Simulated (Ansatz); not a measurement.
# Se (simple cubic): energy against volume

Level of theory: Ansatz, DFT, r2SCAN, plane waves (500 eV) with PAW, scalar-relativistic. (PAW data from PBE, frozen cores regenerated.)

The cell is scaled uniformly from the relaxed one, with fractional coordinates and shape fixed. Energies are extrapolated to zero smearing, pressures are those at the given smearing. Magnetic state: spin not included.

A Birch-Murnaghan fit gives V₀ = 22.30 Å³/atom, B₀ = 77 GPa, B₀′ = 4.6.

What are the energy above the minimum and the pressure at 19.615 Å³/atom?

97.8 meV/atom and 13.21 GPa as computed.

What are the energy above the minimum and the pressure at 20.507 Å³/atom?

40.1 meV/atom and 7.85 GPa as computed.

What are the energy above the minimum and the pressure at 24.965 Å³/atom?

62.0 meV/atom and -6.62 GPa as computed.
